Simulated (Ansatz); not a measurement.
Cr (dhcp): energy against volume

All numbers below come from DFT, PBEsol, plane waves (420 eV) with PAW, scalar-relativistic in Ansatz. (PAW data from PBE, frozen cores regenerated.)

The cell is scaled uniformly from the relaxed one, with fractional coordinates and shape fixed. Energies are extrapolated to zero smearing, pressures are those at the given smearing. Magnetic state: spin not included.

A Birch-Murnaghan fit gives V₀ = 11.46 Å³/atom, B₀ = 259 GPa, B₀′ = 4.1.

Q: What are the energy above the minimum and the pressure at 10.104 Å³/atom?

A: 161.1 meV/atom and 42.61 GPa as computed.

Q: What are the energy above the minimum and the pressure at 11.022 Å³/atom?

A: 14.6 meV/atom and 11.42 GPa as computed.

Q: What are the energy above the minimum and the pressure at 11.941 Å³/atom?

A: 15.0 meV/atom and -9.30 GPa as computed.
